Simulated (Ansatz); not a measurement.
# One input, then a changed one: Ta (bcc type)

First run: DFT, LDA, all-electron LAPW, scalar-relativistic (Ansatz 0.2.0).

Command: `ansatz run input.yaml --threads 1 --pin off --max-ram 2048MiB --backend cpu --events-out ev --progress --plain --runs-dir out` It took 23 s on 1 thread of Intel(R) Xeon(R) Platinum 8259CL CPU @ 2.50GHz (Skylake/Cascade Lake), with other jobs on the host, peak memory 0.45 GiB.

```yaml
crystal:
  lattice:
    - [-1.3326426073, 1.3326426073, 1.3326426073]
    - [1.3326426073, -1.3326426073, 1.3326426073]
    - [1.3326426073, 1.3326426073, -1.3326426073]
  atoms:
    - { symbol: Ta, position: [0.0, 0.0, 0.0] }
kpoints:
  mp_grid: { grid: [16, 16, 16] }
  band_path:
    path:
      - [0.0, 0.0, 0.0]
      - [0.5, -0.5, 0.5]
      - [0.0, 0.0, 0.5]
      - [0.0, 0.0, 0.0]
      - [0.25, 0.25, 0.25]
      - [0.5, -0.5, 0.5]
      - [0.25, 0.25, 0.25]
      - [0.0, 0.0, 0.5]
    npoints: 8
scf:
  occupations: { method: fermi_dirac, width: 0.05 }
hamiltonian:
  xc: lda
  pseudopotentials: { kind: all_electron, lapw: { basis_error: 0.001 } }
output:
  forces: true
  stress: true
  eigenvalues: true
  populations: true
  dos: { projected: true, de: 0.2, e_range: [-14, 8] }
```

The base cell comes from a relaxation on PAW files under the same functional, and the cell shown is scaled from it.

This run: volume at 0.55 of the series' base cell.

It converges in 8 SCF iterations at a pressure of 401.1 GPa.

The input is then changed:

```diff
 scf:
-  occupations: { method: fermi_dirac, width: 0.05 }
+  occupations: { method: cold, width: 0.3 }
+  lower_state_search: standard
 hamiltonian:
   populations: true
-  dos: { projected: true, de: 0.2, e_range: [-14, 8] }
```

Task: What does the second run give?

Result: It converges in 8 SCF iterations at a pressure of 400.5 GPa, free energy +0.4 meV/atom against the first run's. The settings are coarser than usual, but the energy hardly moved. Results part of its log:
```
SCF 1 converged in 8 iterations: F = -424313.775614 eV  dr2 = 1.65e-9
NSCF: frozen V_eff on 57 k-points
SCF converged after 8 iterations
Stability not checked: this state was not tested for a lower state beside it, because cold or Methfessel-Paxton smearing, or corrected tetrahedra, fill the levels in a way that the test cannot read (fill_not_monotonic; see scf.lower_state_search)
Free energy (F): -424313.775614 eV
Harris-Foulkes:  -424313.775614 eV  (|F-HF|=1.40e-9)
Internal energy: -424313.772103 eV  (E = F + TS)
E sigma→0 (E₀):  -424313.774444 eV
Entropy (-TS):   -0.003511 eV (-3.511 meV/atom)
Fermi energy:    49.188232 eV
--- Per-component energies (eV) ---
  E_band       = -3992.002418
  E_kinetic    = 473597.412740
  E_xc         = -8387.457736
  E_electrostatic = -889523.727107  (all electrons and nuclei)
  E_smearing   = -0.003511  (= −TS)
  E_closure    = 0.000000  (closes the sum)
  E_atoms      = -424308.848938  (free atoms, spherical and without spin; not in F)
  Σ components = -424313.775614   (vs F -424313.775614, Δ=0.00e0)
  Basis errors (estimates in eV, not in F): energy 2.6e-4 per atom: plane waves 2.3e-4 (1.2e-4 summed), levels above the bands 0.0e0, relativity 2.5e-8, radial functions 3.1e-5, core shells 2.8e-11; eigenvalues (radial functions only) 6.1e-6; not estimated: angular momenta, meshes, grids; target (lapw.basis_error) 1.0e-3; muffin-tin radii Ta 1.154 Å
--- Forces (eV/Å), atoms counted from 1 ---
  atom   1  Ta    -0.00000000    -0.00000000    -0.00000000
  max |Σ_I F_I| component: 2.10e-30 eV/Å
--- Stress (GPa, compression-positive) ---
      400.490083       0.000000      -0.000000
        0.000000     400.490083      -0.000000
       -0.000000      -0.000000     400.490083
  P = ⅓ Tr σ = 400.4901 GPa (4004.901 kbar)
--- Band table (eV; the first three rows and the last of 145) ---
  k-point 0: bands = ["-483.0988", "-344.0689", "-344.0689", "-344.0689", "-166.1488", "-166.1488", "-166.1331", "-166.1331", "-166.1331", "-19.5119", "17.6609", "17.6609", "17.6609", "30.1453", "30.1453", "30.1453", "30.6106", "30.6106", "30.6106", "30.7973", "39.5923", "48.1273", "48.1273", "48.1273", "54.1292", "54.1292", "65.4225"]
  k-point 1: bands = ["-483.0988", "-344.0689", "-344.0689", "-344.0689", "-166.1488", "-166.1488", "-166.1331", "-166.1331", "-166.1331", "-19.4625", "17.3131", "17.5675", "17.6531", "30.1508", "30.1557", "30.1576", "30.5961", "30.6038", "30.6061", "30.7803", "40.0267", "47.8633", "48.0924", "48.5378", "53.6114", "54.1070", "65.8092"]
  k-point 2: bands = ["-483.0988", "-344.0689", "-344.0689", "-344.0689", "-166.1488", "-166.1488", "-166.1331", "-166.1330", "-166.1330", "-19.3198", "16.3804", "17.3072", "17.6307", "30.1658", "30.1873", "30.1932", "30.5576", "30.5791", "30.5946", "30.7437", "41.1074", "47.1725", "47.9435", "49.7348", "52.8398", "54.0905", "66.8562"]
  k-point 144: bands = ["-483.0988", "-344.0689", "-344.0689", "-344.0689", "-166.1492", "-166.1492", "-166.1320", "-166.1320", "-166.1320", "-17.1423", "13.0427", "13.0427", "13.0427", "30.1164", "30.4211", "30.4211", "30.4211", "30.6627", "30.6627", "30.6627", "38.5145", "38.5145", "61.6151", "61.6151", "61.6151", "65.6815", "65.6815"]
--- Löwdin populations: 1 site ---
  site symbol       q [e]
     0     Ta     72.9700
  spilling = 0.000411 (of n_electrons = 73.000000)
```
